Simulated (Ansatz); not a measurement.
SiC₂ in space group P4_2/mmc (No. 131; Si on 2e, C on 4i) at seven volumes, PBE in the plane-wave PAW code Ansatz, shape and atoms relaxed at each. One row is withheld.

| V (Å³/atom) | P (GPa) |
|---|---|
| 10.569 | 17.62 |
| 10.917 | 10.89 |
| 11.266 | ? |
| 11.614 | -0.01 |
| 11.963 | -4.37 |
| 12.311 | -8.02 |
| 12.660 | -11.29 |

Task: Fit the shown pressures and predict the withheld one.

Result: P = (3/2)B₀(x^(7/2) − x^(5/2))[1 + (3/4)(B′ − 4)(x − 1)] with x = (V₀/V)^(2/3). Least squares on the six rows gives V₀ = 11.614 Å³/atom, B₀ = 155 GPa, B′ = 3.96. At V = 11.266, x = 1.0205 and P = 5.01 GPa. The run itself gave 5.13 GPa.

The start of the workflow was typed in or built on a structure type; neither database checked (COD, Materials Project) lists it. Whether it is the stable phase at ambient conditions was not checked. Symmetry was held in the PBE relaxation; whether a distortion lowers the energy is not shown. Its formation energy is positive at this level, so the cell may be metastable or incomplete.

Potentials: the earlier of the program's two PAW sets.
